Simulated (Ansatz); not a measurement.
**Formation energy of LaOs2 in the MoPt2-type structure**

Level of theory: DFT, PBEsol, scalar-relativistic, no spin polarisation; plane waves to 420 eV with PAW datasets (Ansatz 0.2.0), Γ-centred 12×12×12 mesh, 0.05 eV Gaussian smearing; PAW files: Ansatz's generated set soft_2.

This is a trial structure; measured cells of the compound in the Crystallography Open Database are in space group Fd-3m.

It takes space group Immm (No. 71, orthorhombic). Conventional cell: a = 2.840 Å, b = 3.878 Å, c = 10.734 Å, α = 90.00°, β = 90.00°, γ = 90.00°. La (site symmetry mmm) is surrounded by 2 La at 2.84 Å and 2 Os at 3.11 Å. Around Os (site symmetry mm2) lie 6 Os at 2.55 to 2.84 Å. (Shells end 15 % past the nearest neighbour.)

The elements were computed in their standard states with the same datasets, cutoff and functional. Total energies depend on the potentials used, so only differences within one code and one set of settings carry meaning.

Energy of the relaxed cell (3 atoms, smearing extrapolated to zero): -28662.520 eV. Elements, in eV/atom: La -6161.275, Os -11251.058.

Problem. What is the formation energy?

Solution. [-28662.520 − (1 × -6161.275 + 2 × -11251.058)] / 3 = 0.29 eV/atom, or 28 kJ per mole of atoms.

The value is for 0 K, without zero-point energy. A positive value means that this structure is unstable even against the elements at this level.

With 43 valence electrons in the calculation's cell and no magnetic order, the bands, two electrons each, can't all be full or empty: band theory demands a metal. (Only strong correlation, outside this picture, could make a Mott insulator of it.)

Scalar-relativistic only: spin–orbit splittings of the heavy atoms' levels are missing.
